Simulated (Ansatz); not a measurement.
# Be: pressure against volume

Be, P6_3/mmc, a = 2.257 Å, c = 3.553 Å. Ansatz: PBEsol, PAW, 420 eV, Γ-centred 24×24×12 mesh on 2 atoms, Gaussian smearing 0.10 eV; no spin polarisation. Shape and atoms are relaxed at each volume; pressure is positive in compression.

```tsv
V (Å³/atom)	P (GPa)
7.368	8.47
7.604	3.95
7.839	-0.01
8.074	?
8.309	-6.55
```

Task: Take V0 = 7.839 Å³/atom, count pressures from its P0 = -0.01 GPa, fit the third-order Birch–Murnaghan form to the other rows, and predict the missing pressure.

Result: With the Eulerian strain f = ½[(V0/V)^(2/3) − 1] and y = (P − P0)/[3f(1 + 2f)^(5/2)], the form is the line y = B0 + 1.5 B0 (B0′ − 4) f. Rows (f, y): 0.02109, 120.9; 0.01025, 122.4; -0.01904, 126.2. Means f = 0.004100, y = 123.17; Σ(Δf)² = 0.0008619, ΣΔfΔy = -0.1134; the slope is their ratio. y = 123.7 − 131.6 f GPa, so B0 = 123.7 GPa and B0′ = 4 + 2 × (-131.6)/(3 × 123.7) = 3.29. At V = 8.074, f = -0.00975, y = 124.98 and P = -3.49 GPa. The run gave -3.49 GPa, the same to the digits shown.